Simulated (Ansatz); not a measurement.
One stationary structure of PbSe. Calculation: PBE (plane waves to 420 eV, PAW, scalar-relativistic; Ansatz, a program for electronic structure).

```cif
data_PbSe
_chemical_formula_sum 'Pb1 Se1'
_space_group_name_H-M_alt 'P 1'
_space_group_IT_number 1
_cell_length_a 4.39600
_cell_length_b 4.39600
_cell_length_c 4.39600
_cell_angle_alpha 60.000
_cell_angle_beta 60.000
_cell_angle_gamma 60.000
loop_
_space_group_symop_operation_xyz
  'x, y, z'
loop_
_atom_site_label
_atom_site_type_symbol
_atom_site_fract_x
_atom_site_fract_y
_atom_site_fract_z
_atom_site_occupancy
Pb1 Pb 0.50000 0.50000 0.50000 1
Se1 Se 0.00000 0.00000 0.00000 1
```

Determine the symmetry and give the standard cell with its independent sites.

Space group Fm-3m (No. 225); a = b = c = 6.2169 Å, α = β = γ = 90.00°

```
atom  site  symmetry       x       y       z
----  ----  --------  ------  ------  ------
Pb      4b      m-3m  0.5000  0.5000  0.5000
Se      4a      m-3m  0.0000  0.0000  0.0000
```

This is the rock salt type.

Give the shortest distances between elements (the closest pairs, up to four, under 3.6 Å).

Pb–Se 3.11 Å.

| Quantity | Value |
|---|---|
| Volume per atom | 30.04 Å³ |
| Band gap | 0.44 eV, direct at L (no spin-orbit coupling) |

No spin polarisation in the result. Spin-orbit coupling is missing; with elements this heavy it can move band edges by tenths of an eV or more.

The run could not lose the symmetry of its start; a randomly shaken copy of 4 atoms returns to this structure.
